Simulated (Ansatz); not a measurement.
LaSi₂Ru₂:
Space group I4/mmm (No. 139); a = b = 4.228 Å, c = 10.002 Å, α = β = γ = 90.00°

| atom | site | symmetry | x | y | z |
|---|---|---|---|---|---|
| La | 2a | 4/mmm | 0.0000 | 0.0000 | 0.0000 |
| Ru | 4d | -4m2 | 0.0000 | 0.5000 | 0.2500 |
| Si | 4e | 4mm | 0.0000 | 0.0000 | 0.3582 |
(The calculation used a cell of 5 atoms; values per cell refer to that cell.)

Relaxed with r²SCAN.

Task: Tabulate the valence density and the electron localisation function along the shortest Ru–Si contact (2.38 Å), plane-wave PAW r²SCAN (Ansatz code).

Result: 

| distance from Ru (Å) | density (e/Å³) | ELF |
|---|---|---|
| 0.24 | 9.59 | 0.41 |
| 0.36 | 8.63 | 0.58 |
| 0.48 | 6.99 | 0.67 |
| 0.59 | 4.97 | 0.68 |
| 0.71 | 3.10 | 0.61 |
| 0.83 | 1.75 | 0.49 |
| 0.95 | 1.02 | 0.39 |
| 1.07 | 0.71 | 0.36 |
| 1.19 | 0.59 | 0.43 |
| 1.31 | 0.54 | 0.56 |
| 1.43 | 0.52 | 0.65 |
| 1.54 | 0.51 | 0.67 |
| 1.66 | 0.47 | 0.60 |
| 1.78 | 0.38 | 0.45 |
| 1.90 | 0.27 | 0.29 |
| 2.02 | 0.16 | 0.22 |
| 2.14 | 0.09 | 0.29 |

The density is the valence pseudo-density with augmentation charge, so density and ELF within about 1 Å of a nucleus are not all-electron values.

The workflow started from an entry of the Crystallography Open Database (COD). Whether it is the stable phase at ambient conditions was not checked. The r²SCAN relaxation kept the symmetry of its start; whether a distortion lowers the energy is not shown. The run is not spin-polarised. Spin–orbit coupling is left out wherever it is not named.

Potentials: the later of the program's two PAW sets.
